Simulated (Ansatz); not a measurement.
SrSi$_{2}$Pd$_{2}$:
```
CELL_PARAMETERS angstrom
     -2.15302     2.15302     4.99048
      2.15302    -2.15302     4.99048
      2.15302     2.15302    -4.99048
ATOMIC_POSITIONS crystal
  Si 0.37326 0.37326 0.00000
  Si 0.62674 0.62674 0.00000
  Sr 0.00000 0.00000 0.00000
  Pd 0.75000 0.25000 0.50000
  Pd 0.25000 0.75000 0.50000
```

Relaxed with r²SCAN.

Map the electron localisation function on the plane through (0.373, 0.373, 0.000) spanned by u = [1, 1, 0] and v = [1, 0, 1] in lattice vectors, from DFT-r²SCAN in the program Ansatz with PAW potentials.

x is the fraction of u, y of v (the angle between them is 90°; rows are the nearest grid lines); atoms in the plane: Si at (0.00, 0.00), Si at (0.25, 0.00), Sr at (0.63, 0.00), Pd at (0.88, 0.50), Pd at (0.38, 0.50).
```
|7448999853742454310079820189820013454237|
|4348999853433564310079940399810013455334|
|3358999863335665321059986899610013466533|
|5578888875567764321038999999400123467765|
|8778777777788653222115999996101122346888|
|8877656778886432222101588862001222234688|
|7776544577764333322200134310012223333467|
|5654333456543345432210000000122234543335|
|3443212344333566653221000001222356665323|
|3332111233324655565332100012222465556433|
|2332101233235643465332100012323564346532|
|2332100123235642365333210012323564236532|
|2332101233235643465332100012323564346532|
|3332111233324655565332100012222465556433|
|3443212344333566653221000001222356665323|
|5654333456543345432210000000122234543335|
|7776544577764333322200134310012223333467|
|8877656778886432222101588862001222234688|
|8778777777788653222115999996101122346888|
|5578888875567764321038999999400123467765|
|3358999863335665321059986899610013466533|
|4348999853433564310079940389810013455334|
|7448999853742454310079820189820013454237|
```
Scale: ten equal steps from 0.006 (start of '0') to 0.864 (end of '9'), in the order '0123456789'; x runs from 0.000 to 1.00, y from 0.000 (bottom) to 1.00 (top).

The density is the valence pseudo-density with augmentation charge, so density and ELF within about 1 Å of a nucleus are not all-electron values.

Space group I4/mmm. The workflow started from an entry of the Crystallography Open Database (COD). Its standing as an ambient phase is unchecked. The r²SCAN relaxation kept the symmetry of its start; its stability against distortions is not shown here. No spin polarisation was allowed.

Potentials: the later of the program's two PAW sets.
